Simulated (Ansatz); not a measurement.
BeS (NiAs type, space group No. 194) under volume change, DFT-PBEsol in the program Ansatz with PAW potentials, shape and atoms relaxed at each volume.

```json
[
 {"V (Å³/atom)": "10.978", "E − E(relaxed) (meV/atom)": "40.7", "P (GPa)": "12.95"},
 {"V (Å³/atom)": "11.340", "E − E(relaxed) (meV/atom)": "17.2", "P (GPa)": "7.99"},
 {"V (Å³/atom)": "11.702", "E − E(relaxed) (meV/atom)": "4.1", "P (GPa)": "3.70"},
 {"V (Å³/atom)": "12.064", "E − E(relaxed) (meV/atom)": "0.0", "P (GPa)": "0.00"},
 {"V (Å³/atom)": "12.426", "E − E(relaxed) (meV/atom)": "3.7", "P (GPa)": "-3.21"},
 {"V (Å³/atom)": "12.787", "E − E(relaxed) (meV/atom)": "14.2", "P (GPa)": "-5.98"},
 {"V (Å³/atom)": "13.149", "E − E(relaxed) (meV/atom)": "30.5", "P (GPa)": "-8.39"}
]
```

What does a third-order Birch–Murnaghan fit give for V₀, B₀ and B′?

V₀ = 12.06 Å³/atom, B₀ = 115 GPa, B′ = 3.8.

Space group P6_3/mmc (NiAs type). The cell is a constructed one: a structure type filled with these elements; neither database checked (COD, Materials Project) lists it. COD files the formula under space group No. 216, so this cell is another polymorph or a model. Its standing as an ambient phase is unchecked. The PBEsol relaxation kept the symmetry of its start. At this level the phase is dynamically unstable (imaginary phonons).

Potentials: the later of the program's two PAW sets.
